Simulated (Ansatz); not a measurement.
# From the elastic tensor of ScPt3 to moduli and sound speeds

Method: Ansatz 0.2.0, DFT LDA, scalar-relativistic, plane waves, PAW. Cutoff 420 eV, 10×10×10 k-points (Γ-centred), Fermi-Dirac smearing of 0.15 eV. No spin polarisation.

The structure is cubic, space group Pm-3m (No. 221). The conventional cell has a = 3.924 Å, b = 3.924 Å, c = 3.924 Å, α = 90.00°, β = 90.00°, γ = 90.00°. Around Sc (site symmetry m-3m) lie 12 Pt at 2.77 Å. Around Pt (site symmetry 4/mmm) lie 4 Sc at 2.77 Å and 8 Pt at 2.77 Å.

In a metal, frequencies and elastic constants depend on the k mesh and the smearing, soft modes and shear constants most. Spin–orbit coupling is left out, which can shift energies with elements as heavy as these.

Relaxed-ion constants (GPa, on the Cartesian axes of the calculation):
C11 = 356.2, C12 = 186.5, C13 = 186.5, C22 = 356.2, C23 = 186.5, C33 = 356.2, C44 = 140.9, C55 = 140.9, C66 = 140.9 GPa; the others vanish.

Density 17.319 g/cm³; 4 atoms in 60.42 Å³.

The values that follow are for a polycrystal of randomly turned grains, by Hill's mean where one number stands.

With S = C⁻¹: B_V = (C11+C22+C33+2(C12+C13+C23))/9, G_V = (C11+C22+C33−C12−C13−C23+3(C44+C55+C66))/15, 1/B_R = S11+S22+S33+2(S12+S13+S23), 15/G_R = 4(S11+S22+S33−S12−S13−S23)+3(S44+S55+S66); Hill is their mean. Then v_l = √((B+4G/3)/ρ), v_t = √(G/ρ), v_m = [(2/v_t³+1/v_l³)/3]^(−1/3) and Θ = (ħ/k_B)·v_m·(6π²n/V)^(1/3) for n atoms in the volume V; E = 9BG/(3B+G), ν = (3B−2G)/(2(3B+G)) and A^U = 5G_V/G_R + B_V/B_R − 6.

| Quantity | Value |
| --- | --- |
| Bulk modulus, Voigt / Reuss / Hill | 243.1 / 243.1 / 243.1 GPa |
| Shear modulus, Voigt / Reuss / Hill | 118.5 / 111.4 / 115.0 GPa |
| Young's modulus | 298 GPa |
| Poisson ratio | 0.296 |
| Pugh ratio B/G | 2.11 (over 1.75, the rule of thumb for ductile) |
| Universal anisotropy index | 0.32 |
| Longitudinal and transverse sound speeds | 4784 and 2576 m/s |
| Debye temperature from the mean sound speed | 346 K |

Cost: 1 run of about 1.7 core-minutes, on Arm Neoverse V1 (shared hosts).